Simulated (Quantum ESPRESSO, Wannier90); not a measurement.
Te2W (P6₃/mmc, 2Hc stacking as in molybdenite), plane waves to Wannier functions

```xyz
6
Lattice="3.5616 0.0000 0.0000 -1.7808 3.0844 0.0000 0.0000 0.0000 14.8472" Properties=species:S:1:pos:R:3 pbc="T T T"
Te     1.7808    -1.0281    -1.9180
Te    -1.7808     1.0281     1.9180
Te    -1.7808     1.0281     5.5056
Te     1.7808    -1.0281    -5.5056
W      1.7808    -1.0281     3.7118
W     -1.7808     1.0281    -3.7118
```

Materials Project entry mp-1019322; symmetrised, unrelaxed at this level. Not found in the COD (Crystallography Open Database) copy used, which has the formula in other groups; not checked further. Method: PBEsol plane waves in Quantum ESPRESSO 7.5 (PseudoDojo norm-conserving files, 66 Ry, no spin polarisation, no spin-orbit coupling), Bloch states on a 4×4×4 mesh through Γ, Wannier90 4.0.1. Density: 12×12×2 mesh, cold smearing 0.01 Ry. The cell is built of weakly bound layers, chains or molecules, whose nearest atoms lie 4.35 Å apart. Database cells relaxed without dispersion often hold them too far apart, which can enlarge gaps and weakens couplings between them; spacing and stacking were not compared with the measured crystal. Spin-orbit coupling is left out although heavy elements are present.

Valence charges of the files: Te 16, W 14. 78 bands were computed.

Isolated groups of bands, relative to the valence-band maximum (bands from 47 on overlap up to the last one computed):

```
bands  from (eV)  to (eV)  filling          weight on atomic waves
-----  ---------  -------  -------  ------------------------------
1–2       -74.00   -74.00   filled                       W 5s 98 %
3–8       -38.26   -38.18   filled                       W 5p 98 %
9–28      -36.62   -36.53   filled                     Te 4d 100 %
29–32     -13.16   -10.42   filled  Te 5s 80 %, W 5d 8 %, W 6s 7 %
33–46      -6.06     0.00   filled           Te 5p 57 %, W 5d 35 %
```

Wanted is a model with the orbitals Te s p, W s p d, without the filled groups that are mainly made of other shells (semicore states, and anion s where it isn't named); all higher bands stay in for disentanglement.

Give num_wann, exclude_bands and num_bands, and the number of electrons that the model holds.

Electrons: 4×16 + 2×14 = 92, which fill 46 bands.
num_wann = 4×4 + 2×9 = 34.
exclude_bands = 1-28, 28 bands, so num_bands = 78 − 28 = 50.
The model holds 92 − 2×28 = 36 electrons. With the window frozen to 2.44 eV it follows pw.x to 49 meV rms (states up to 1.9 eV relative to the valence-band maximum).
